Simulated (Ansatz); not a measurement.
LaSi3Ru in space group I4mm (No. 107; La on 2a, Si on 2a, Si on 4b, Ru on 2a), DFT-r²SCAN in the program Ansatz with PAW potentials, all energies at zero smearing, with the estimated change up to a 700 eV cutoff added, with one set of potentials and settings (totals compare only within such a set). Cell of 5 atoms (1 La, 3 Si, 1 Ru): -14076.466 eV.

```csv
element,reference phase,E (eV/atom)
La,"P6_3/mmc, 4 atoms in the cell",-6264.8722
Si,"Fd-3m, 2 atoms in the cell",-639.0665
Ru,"P6_3/mmc, 2 atoms in the cell",-5890.7404
```

Formation energy per atom, worked out: (-14076.466 − 1×(-6264.8722) − 3×(-639.0665) − 1×(-5890.7404))/5 = -0.731 eV/atom (-71 kJ per mol of atoms), at 0 K, without zero-point energy or fitted corrections.

The workflow started from a Materials Project entry (that database holds measured and hypothetical structures alike); the Crystallography Open Database copy checked does not list it. Its standing as an ambient phase is unchecked. The r²SCAN relaxation kept the symmetry of its start; whether a distortion lowers the energy is not shown. The run is not spin-polarised. The references are the lowest solids computed at this level, not always the standard phases. Scalar-relativistic: spin–orbit coupling is off unless named, which matters more the heavier the elements.

Potentials: the earlier of the program's two PAW sets.
